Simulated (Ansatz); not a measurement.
ScBeNO:
```cif
data_BeNOSc
_chemical_formula_sum 'Sc1 Be1 O1 N1'
_space_group_name_H-M_alt 'P3m1'
_space_group_IT_number 156
_space_group_name_Hall 'P 3 -2"'
_cell_length_a 3.23745
_cell_length_b 3.23745
_cell_length_c 4.73234
_cell_angle_alpha 90.000
_cell_angle_beta 90.000
_cell_angle_gamma 120.000
loop_
_atom_site_label
_atom_site_type_symbol
_atom_site_symmetry_multiplicity
_atom_site_Wyckoff_symbol
_atom_site_fract_x
_atom_site_fract_y
_atom_site_fract_z
_atom_site_occupancy
Sc1 Sc 1 b 0.33333 0.66667 0.52122 1
Be1 Be 1 c 0.66667 0.33333 0.98874 1
O1 O 1 b 0.33333 0.66667 0.08959 1
N1 N 1 c 0.66667 0.33333 0.65044 1
```

Relaxed with LDA.

Decompose the optical modes at the zone centre into irreducible representations, and say which are infrared and Raman allowed.

Point group 3m: Γ_opt = 3A1 + 3E. Infrared: A1, E. Raman: A1, E.

Assign frequencies (DFPT, LDA in the plane-wave PAW code Ansatz; without the LO–TO term).

E 193i, E 253, A1 438, A1 606, E 684, A1 876 cm⁻¹.

The start of the workflow was typed in or built on a structure type; neither database checked (COD, Materials Project) lists it. Whether it is the stable phase at ambient conditions was not checked. Symmetry was held in the LDA relaxation. At this level the phase is dynamically unstable (imaginary phonons). The run is not spin-polarised. The volume moved by -25 % from the start of the relaxation.

Potentials: the earlier of the program's two PAW sets. The files were generated under PBE; for other functionals the program regenerates the frozen cores, and for LDA and PBEsol the local potential too.
